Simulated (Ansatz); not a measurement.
Here is the system:

YIn:
```cif
data_InY
_chemical_formula_sum 'Y1 In1'
_space_group_name_H-M_alt 'Pm-3m'
_space_group_IT_number 221
_space_group_name_Hall '-P 4 2 3'
_cell_length_a 3.75605
_cell_length_b 3.75605
_cell_length_c 3.75605
_cell_angle_alpha 90.000
_cell_angle_beta 90.000
_cell_angle_gamma 90.000
loop_
_atom_site_label
_atom_site_type_symbol
_atom_site_symmetry_multiplicity
_atom_site_Wyckoff_symbol
_atom_site_fract_x
_atom_site_fract_y
_atom_site_fract_z
_atom_site_occupancy
Y1 Y 1 b 0.50000 0.50000 0.50000 1
In1 In 1 a 0.00000 0.00000 0.00000 1
```

This is the r²SCAN-relaxed structure.

Q: All from the program Ansatz at the r²SCAN level (PAW), unless another level is named. Predict the formation energy from the elements (no fitted shifts).

A: -0.62 eV/atom.

Q: Give the density of states at the Fermi level.

A: 0.43 states/eV per atom (mean over ±0.08 eV).

The first step of the workflow began from a Materials Project structure, measured or hypothetical; the Crystallography Open Database files this formula in space group No. 221, but the cells were not matched. Its standing as an ambient phase is unchecked. The r²SCAN relaxation kept the symmetry of its start; whether a distortion lowers the energy is not shown. No spin polarisation was allowed. The references are the lowest solids computed at this level, not always the standard phases. Scalar-relativistic: spin–orbit coupling is off unless named, which matters more the heavier the elements.

Potentials: the later of the program's two PAW sets.
